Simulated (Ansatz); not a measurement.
CaSe:
```
CaSe
1.0
    0.00000     2.97894     2.97894
    2.97894     0.00000     2.97894
    2.97894     2.97894     0.00000
Ca Se
1 1
Direct
  0.00000   0.00000   0.00000
  0.50000   0.50000   0.50000
```

Relaxed with PBE. Independent-particle spectrum: no excitons, no local fields, no scissors shift; 0.1 eV broadening; ε₁ of the summed bands alone.

Problem. Tabulate the dielectric function from plane-wave PAW PBE (Ansatz code).

Solution. 

| E (eV) | ε₁ xx | ε₂ xx |
|---|---|---|
| 0.0 | 6.05 | 0.00 |
| 0.5 | 6.10 | 0.00 |
| 1.0 | 6.25 | 0.00 |
| 1.5 | 6.54 | 0.00 |
| 2.0 | 7.04 | 0.00 |
| 2.5 | 7.98 | 0.00 |
| 3.0 | 10.93 | 0.77 |
| 3.5 | 10.84 | 5.12 |
| 4.0 | 7.79 | 7.42 |
| 4.5 | 6.30 | 7.99 |
| 5.0 | 4.78 | 8.18 |
| 5.5 | 3.71 | 9.13 |
| 6.0 | 1.43 | 8.62 |
| 6.5 | -0.07 | 7.34 |
| 7.0 | -1.02 | 7.40 |
| 7.5 | -3.12 | 5.17 |
| 8.0 | -1.74 | 3.41 |
| 8.5 | -2.48 | 2.60 |
| 9.0 | -1.17 | 1.14 |
| 9.5 | -0.40 | 1.67 |
| 10.0 | 0.00 | 1.83 |
| 10.5 | -0.15 | 2.24 |
| 11.0 | -0.31 | 2.37 |
| 11.5 | -1.62 | 1.97 |
| 12.0 | -0.89 | 0.90 |

Problem. From ε at 4.9 eV (xx: 5.02 + 8.15i), find n, k, the normal reflectivity and the absorption coefficient.

Solution. n = 2.70, k = 1.509, R = 32 %, α = 2kE/ħc = 750000 cm⁻¹.

With all bands, ε∞ without local fields is 6.09. DFPT, with local fields, gives 5.62.

Space group Fm-3m (rock salt). The cell was relaxed with PBE under the symmetry of its start; phonons on a q-mesh show no instability. Spin–orbit coupling is left out wherever it is not named.

Potentials: the later of the program's two PAW sets.
